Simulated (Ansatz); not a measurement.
Here is the system:

Os:
Space group Im-3m (No. 229); a = b = c = 3.062 Å, α = β = γ = 90.00°

| atom | site | symmetry | x | y | z |
|---|---|---|---|---|---|
| Os | 2a | m-3m | 0.0000 | 0.0000 | 0.0000 |
(The calculation used a cell of 1 atom; values per cell refer to that cell.)

This is the PBEsol-relaxed structure.

All from PBEsol (plane waves, PAW; program Ansatz), unless another level is named. Give the bulk modulus (Birch–Murnaghan fit).

383 GPa.

Give the elastic constants (relaxed ions, GPa).

C11 = 15.8, C12 = 568, C44 = 259.

The start of the workflow was typed in or built on a structure type; neither database checked (COD, Materials Project) lists it. It is not the phase usual at ambient conditions (space group No. 194). Symmetry was held in the PBEsol relaxation. At this level the phase is mechanically unstable. No spin polarisation was allowed. As this level gives no gap, shear constants depend on the k-mesh and smearing (Fermi–Dirac, 0.1 eV here). Spin–orbit coupling is left out wherever it is not named.

Potentials: the later of the program's two PAW sets.
